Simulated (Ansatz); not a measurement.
SiC (wurtzite, P6_3mc) at seven volumes, the program Ansatz at the LDA level (PAW), shape and atoms relaxed at each. One row is withheld.

```tsv
V (Å³/atom)	P (GPa)
9.232	26.10
9.536	?
9.840	7.47
10.145	0.01
10.449	-6.43
10.753	-11.99
11.058	-16.79
```

### Question
Fit the shown pressures and predict the withheld one.

### Answer
Third-order Birch–Murnaghan: P = (3/2)B₀(x^(7/2) − x^(5/2))[1 + (3/4)(B′ − 4)(x − 1)] with x = (V₀/V)^(2/3). Least squares on the six rows gives V₀ = 10.145 Å³/atom, B₀ = 230.5 GPa, B′ = 3.88. At V = 9.536, x = 1.0421 and P = 16.09 GPa. The run itself gave 16.10 GPa.

The cell was relaxed with LDA under the symmetry of its start.

Potentials: the earlier of the program's two PAW sets. The files were generated under PBE; for other functionals the program regenerates the frozen cores, and for LDA and PBEsol the local potential too.
